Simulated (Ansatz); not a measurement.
A sound run on RuRh (P-6m2), total moment held at 1 μB (DFT, r2SCAN, PAW with Ansatz's default frozen-core files, scalar-relativistic (Ansatz)):

```yaml
crystal:
  lattice:
    - [2.7094150211, 0.0, 0.0]
    - [-1.3547075106, 2.3464222377, 0.0]
    - [0.0, 0.0, 4.2983681]
  atoms:
    - { symbol: Ru, position: [0.0, 0.0, 0.5], spin: 0.5 }
    - { symbol: Rh, position: [0.6666666667, 0.3333333333, 0.0], spin: 0.5 }
magnetization:
  spin_polarized: true
  initial_magnetization: 1.0
  spin_locking: { lock_magnetization: hard }
kpoints:
  mp_grid: { grid: [14, 14, 8] }
scf:
  occupations: { method: fermi_dirac, width: 0.05 }
  lower_state_search: "off"
hamiltonian:
  xc: r2scan
  pseudopotentials: { kind: paw }
output:
  forces: true
  stress: true
  eigenvalues: true
```

It converged in 11 iterations. Site moments (μB): Ru1 0.51, Rh2 0.49. Cell moment 1.00 μB. Pressure 1.02 GPa.

The input is then changed, output keys apart:

```diff
+  max_iter: 50
+  hubbard: { sites: [{ species: Rh, l: d, u_eff: 40.0 }] }
```

Question: How does the run end?

Answer: The run converged. Free energy -12289.3919 eV against -12305.8188 eV (not comparable, since the functional, the files or the filling changed), cell moment 1.00 μB, pressure 30.60 GPa. These settings were drawn wide on purpose, so the numbers show their effect and aren't offered as converged values. The fault put in on purpose is an enormous or negative U; the log may name another complaint first.
```
Warning: This run holds its total moment fixed (magnetization.spin_locking.lock_magnetization: hard) and mixes its density by anderson or broyden (scf.mixing.algorithm, typed or taken by auto). Slabs with a fixed moment have converged under broyden above another state at the same moment, at the default mixing steps and at smaller ones, and under scf.lower_state_search: standard, light or off a sta …
Warning: output.stress: scf.convergence.dr2_threshold = 1e-7 eV (the SCF's general default) is looser than the 2e-10 eV advised for a printed stress (1e-10 eV for each atom of the cell: 2). What an SCF threshold leaves in a stress goes as its square root, and in the free energy as the threshold itself, and one threshold admits the most on a small cell: of the crystals measured, under no hybrid fun …
Ru: projections on atomic orbitals take those of the free atom [Ar 3d10] 4s2 4p6 4d7 5s1, of charge +0.00 (hamiltonian.pseudopotentials.projection_atoms); the dataset's partial waves leave at most 8.1e-6 of an orbital's norm unspanned inside its sphere
Rh: projections on atomic orbitals take those of the free atom [Ar 3d10] 4s2 4p6 4d8 5s1, of charge +0.00 (hamiltonian.pseudopotentials.projection_atoms); the dataset's partial waves leave at most 8.9e-6 of an orbital's norm unspanned inside its sphere
Engine: ansatz 0.2.0
Pseudopotentials: kind: paw
Pseudopotential: Ru, paw, valence charge 16, recommended cutoff 500 eV (meta_gga), Ru.paw.azcp
Pseudopotential: Rh, paw, valence charge 17, recommended cutoff 500 eV (meta_gga), Rh.paw.azcp
Functional definition: r2SCAN
  parameter k0 = 0.174
  parameter k1 = 0.065
  parameter a1 = 4.9479
  exchange = r2scan_x(k0 = k0, k1 = k1, a1 = a1)
  correlation = r2scan_c
[...]
  atom   2  Rh    -0.00000000    -0.00000000     0.00000000
  max |Σ_I F_I| component: 4.16e-17 eV/Å
--- Stress (GPa, compression-positive) ---
       34.943258       0.000000      -0.000000
        0.000000      34.943258       0.000000
       -0.000000       0.000000      21.921486
  P = ⅓ Tr σ = 30.6027 GPa (306.027 kbar)
--- Band table (eV; the first three rows and the last of 240) ---
  k-point 0 ↑: bands = ["-57.0738", "-49.2659", "-26.2866", "-25.6903", "-25.6903", "-17.1941", "-16.2911", "-16.2911", "5.1269", "7.5287", "7.5287", "9.4108", "9.4108", "14.0114", "16.3329", "16.3581", "16.3581", "18.4069", "18.4069", "24.3905", "33.0459"]
  k-point 1 ↑: bands = ["-57.0589", "-49.2646", "-26.2878", "-25.6904", "-25.6904", "-17.2015", "-16.2913", "-16.2913", "5.1164", "7.5305", "7.5305", "9.4093", "9.4093", "13.9364", "16.3940", "16.3940", "16.4819", "18.4095", "18.4095", "23.6819", "33.9631"]
  k-point 2 ↑: bands = ["-57.0218", "-49.2619", "-26.2913", "-25.6907", "-25.6907", "-17.2194", "-16.2917", "-16.2917", "5.2561", "7.5347", "7.5347", "9.4055", "9.4055", "13.7378", "16.4892", "16.4892", "16.9513", "18.4061", "18.4061", "22.2055", "35.6160"]
  k-point 119 ↓: bands = ["-56.0408", "-49.0854", "-25.4495", "-25.3022", "-24.9130", "-17.0595", "-16.9973", "-16.9091", "5.9325", "6.8059", "6.9610", "8.1130", "8.2877", "16.4671", "17.5160", "17.6165", "18.6573", "19.4793", "29.0654", "32.1780", "33.1968"]
Occupation matrices written to <dir>
```
